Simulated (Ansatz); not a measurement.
Cd2SnO4:
```yaml
crystal:
  lattice:
    - [5.57059, 0.00000, 0.00000]
    - [0.00000, 9.92991, 0.00000]
    - [0.00000, 0.00000, 3.19931]
  atoms:
    - { symbol: Cd, position: [0.06037, 0.32358, 0.50000] }
    - { symbol: Cd, position: [0.93963, 0.67642, 0.50000] }
    - { symbol: Cd, position: [0.56037, 0.17642, 0.50000] }
    - { symbol: Cd, position: [0.43963, 0.82358, 0.50000] }
    - { symbol: Sn, position: [0.00000, 0.00000, 0.00000] }
    - { symbol: Sn, position: [0.50000, 0.50000, 0.00000] }
    - { symbol: O, position: [0.13494, 0.80678, 0.00000] }
    - { symbol: O, position: [0.86506, 0.19322, 0.00000] }
    - { symbol: O, position: [0.63494, 0.69322, 0.00000] }
    - { symbol: O, position: [0.36506, 0.30678, 0.00000] }
    - { symbol: O, position: [0.26296, 0.53913, 0.50000] }
    - { symbol: O, position: [0.73704, 0.46087, 0.50000] }
    - { symbol: O, position: [0.76296, 0.96087, 0.50000] }
    - { symbol: O, position: [0.23704, 0.03913, 0.50000] }
```

Relaxed with PBEsol. Independent-particle spectrum: no excitons, no local fields, no scissors shift; 0.1 eV broadening; ε₁ of the summed bands alone.

Problem. Tabulate the dielectric function from plane-wave PAW PBEsol (Ansatz code).

Solution. 

```csv
E (eV),ε₁ xx,ε₂ xx,ε₁ yy,ε₂ yy,ε₁ zz,ε₂ zz
0.0,5.33,0.00,5.42,0.00,5.42,0.00
0.3,5.35,0.00,5.46,0.00,5.46,0.00
0.6,5.42,0.00,5.59,0.02,5.57,0.01
0.9,5.55,0.01,5.83,0.06,5.75,0.05
1.2,5.77,0.03,6.57,0.47,6.29,0.15
1.5,6.29,0.15,6.13,1.45,6.33,1.23
1.8,6.45,1.05,5.71,1.72,5.87,1.56
2.1,6.18,1.48,5.38,1.84,5.55,1.70
2.4,5.95,1.75,5.15,1.89,5.34,1.77
2.7,5.75,1.95,4.97,1.93,5.18,1.82
3.0,5.57,2.11,4.85,1.96,5.07,1.86
3.3,5.43,2.24,4.76,1.99,5.00,1.90
3.6,5.33,2.36,4.70,2.03,4.96,1.99
3.9,5.25,2.49,4.67,2.10,4.89,2.10
4.2,5.20,2.67,4.63,2.20,4.72,2.23
4.5,5.09,2.86,4.55,2.27,4.83,2.02
4.8,5.07,2.98,4.58,2.30,4.89,2.16
5.1,5.09,3.25,4.70,2.53,5.12,2.44
5.4,5.27,4.08,4.66,2.80,5.11,2.86
5.7,3.93,4.21,4.49,3.32,4.66,3.22
6.0,3.57,3.97,3.96,3.31,4.32,3.05
6.3,3.68,3.79,3.87,3.11,4.45,2.96
6.6,3.47,3.73,4.29,3.39,4.77,2.95
6.9,3.46,4.10,3.49,3.99,5.28,3.44
7.2,3.17,4.10,3.14,3.48,5.11,4.90
7.5,3.43,4.70,3.56,3.25,4.21,5.18
7.8,1.94,5.03,3.75,4.18,3.34,5.48
8.1,1.33,4.32,2.78,4.67,2.80,5.69
8.4,1.65,3.34,2.49,4.15,1.58,4.75
8.7,2.48,3.57,2.69,4.54,2.64,4.26
9.0,2.10,4.21,1.45,4.81,2.34,5.13
9.3,1.68,5.23,1.08,4.28,1.99,5.48
9.6,0.23,4.41,0.87,3.83,0.69,6.15
9.9,-0.48,3.62,0.45,3.20,-0.65,4.91
10.2,-0.03,2.59,0.95,2.79,-0.71,3.69
10.5,0.40,2.14,1.40,2.60,-0.27,3.14
10.8,1.00,2.19,1.51,3.27,-0.06,2.85
11.1,1.11,2.56,1.08,3.57,0.37,2.69
11.4,1.02,2.63,0.79,3.22,0.30,2.96
11.7,0.89,2.51,0.59,3.08,0.30,2.71
12.0,1.18,2.47,0.72,2.94,0.39,2.51
```

Problem. From ε at 1.5 eV (xx: 6.29 + 0.15i), find n, k, the normal reflectivity and the absorption coefficient.

Solution. n = 2.51, k = 0.030, R = 19 %, α = 2kE/ħc = 4600 cm⁻¹.

With all bands, ε∞ without local fields is 5.66 (xx), 5.74 (yy), 5.75 (zz).

Space group Pbam. The workflow started from a Materials Project entry (that database holds measured and hypothetical structures alike); the Crystallography Open Database files this formula in space group No. 55, but the cells were not matched. Its standing as an ambient phase is unchecked. The cell was relaxed with PBEsol under the symmetry of its start; its stability against distortions is not shown here. Scalar-relativistic: spin–orbit coupling is off unless named, which matters more the heavier the elements.

Potentials: the later of the program's two PAW sets.
